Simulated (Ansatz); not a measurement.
## Notes on TiB₂

```
Ti B
1.0
     3.04859    0.00000    0.00000
    -1.52430    2.64015    0.00000
     0.00000    0.00000    3.24907
Ti B
1 2
Direct
  0.00000 0.00000 0.00000
  0.33330 0.66670 0.50000
  0.66660 0.33330 0.50000
```

Level: r2SCAN, no spin polarisation; 500 eV; 10×10×8 Γ-centred mesh; cold occupations (width 0.0756 eV); Ansatz 0.2.0, fixed geometry.

Formation energy: -1.11 eV an atom against the elements' usual phases (free molecules for gases, crystals otherwise, with no correction for O₂ or N₂), so it is bound against them; other compounds may still compete. Relaxing would lower it.
Charges: Bader charges in e: Ti +1.54, B -0.77. In the mean Ti gives up most and B takes most.
Stress: The pressure is -5.9 GPa (compression positive), so with the atoms held at these fractions the cell would first shrink. The principal stresses -6.5, -6.5, -4.7 GPa differ, so its shape would change too.
Electronic structure: It is a metal, with about 0.2 states/eV a cell as the mean within 0.25 eV of the Fermi level, mostly Ti d (85 %) and B p (13 %).

Origin: a database entry at a rescaled volume.
